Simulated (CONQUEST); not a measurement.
CONQUEST run on a model cell of In (I4_1/amd, 4 atoms in the cell; prototype structure): self-consistent single point.

Level of theory: PBE, numerical atomic orbitals double-zeta with polarisation (the shipped basis), PseudoDojo norm-conserving potentials made for PBE (CONQUEST 1.3).

```yaml
crystal:
  lattice:
    - [5.86438, 0.00000, 0.00000]
    - [0.00000, 5.86438, 0.00000]
    - [0.00000, 0.00000, 3.19968]
  atoms:
    - { symbol: In, position: [0.00000, 0.50000, 0.25000] }
    - { symbol: In, position: [0.00000, 0.00000, 0.00000] }
    - { symbol: In, position: [0.50000, 0.00000, 0.75000] }
    - { symbol: In, position: [0.50000, 0.50000, 0.50000] }
```

Reference input (self-consistent single point, DFT, PBE, numerical atomic orbitals double-zeta with polarisation (the shipped basis), PseudoDojo norm-conserving potentials made for PBE): basis = DZP; Diag.MPMeshX, Y, Z = 3 3 6; potentials = PseudoDojo norm-conserving PBE; Grid.GridCutoff = 140 Ha; DM.SolutionMethod = diagon; Diag.kT = 0.003675 Ha; Diag.GammaCentred = true; minE.SCTolerance = 1.0e-06; SC.MaxIters = 100; SC.LinearMixingFactor = 0.3; SC.KerkerPreCondition = true; SC.KerkerFactor = 0.3 1/bohr. This run's input differs from it in these lines:

```diff
@@ -21,3 +21,3 @@
 Diag.GammaCentred              T
-Diag.kT                        0.003675
+Diag.kT                        0.005512
```

The program printed (abridged):

```
    PulayMixSC: Starting Pulay mixing, A_up =  0.300 A_dn =  0.300
    PulayMixSC: Spin non-polarised calculation.
    PulayMixSC: with Kerker preconditioning, q0 =  0.300
          Harris-Foulkes Energy            :      -265.761569264587820 Ha
          Free Energy (E-TS)               :      -265.768761199037385 Ha
    PulayMixSC: Pulay iteration     1 residual:              0.14097E-02
          Harris-Foulkes Energy            :      -265.756763208053371 Ha
          Free Energy (E-TS)               :      -265.763945710278165 Ha
    PulayMixSC: Pulay iteration     2 residual:              0.11165E-02
   [... lines left out ...]
          Free Energy (E-TS)               :      -265.754187338224085 Ha
    PulayMixSC: Pulay iteration     9 residual:              0.16631E-05
          Harris-Foulkes Energy            :      -265.747020176106901 Ha
          Free Energy (E-TS)               :      -265.754187393167967 Ha
    PulayMixSC: Pulay iteration    10 residual:              0.13461E-05
          Harris-Foulkes Energy            :      -265.747020447162072 Ha
          Free Energy (E-TS)               :      -265.754187748384254 Ha
    PulayMixSC: Pulay iteration    11 residual:              0.77659E-06
    PulayMixSC: Reached SCF tolerance of  0.77659E-06 after     11 iterations
      | Number of electrons      =        52.000099
      | GS Energy as E-(1/2)TS   =      -265.750604097773135 Ha
      | Free Energy as E-TS      =      -265.754187748384254 Ha
      |* Harris-Foulkes energy   =      -265.747020447162072 Ha
      |* DFT total energy        =      -265.747020446028898 Ha

    force: Forces on atoms (Ha/a0)
    force:  Atom   X              Y              Z
    force:     1  -0.0000000000  -0.0000000000  -0.0000000000
   [... zero for the other atoms too ...]

    force: Maximum force :        0.00000000(Ha/a0) on atom         2 in z direction
    force: Force Residual:        0.00000000 Ha/a0
    force: Total stress:         -3.45366286     0.00000000     0.00000000 GPa
                            -0.00000000    -3.45366286    -0.00000000
                             0.00000000    -0.00000000    -1.27256634
    force: Average pressure:      2.72663068 GPa

    get_E_and_F: Change in energy during last step of electronic optimisation: -0.27106E-06
```

The run converged in 11 iterations. CONQUEST prints the stress tensor with tension positive. Against the reference run the free energy drops by 14.1 meV/atom and the pressure stays near 2.73 GPa while the zz stress (positive for compression) goes from 0.62 to 1.27 GPa.

The starting geometry comes from a prototype or from typed values, not from a relaxation at this level; it need not be a known phase. The program uses no crystal symmetry, so grid and mesh can part values that symmetry would make equal. The atom-centred basis is finite, which shifts total energies and pressures against plane waves. This run is one point of a test of settings, so its values need not be converged; read them against the reference run alone. No clean gap shows at this smearing width and mesh (spacing up to 0.36 Å⁻¹); the mesh is coarse for partly filled bands, so the values carry mesh errors.

Cost on one core: about 50 core-seconds (a rough figure).
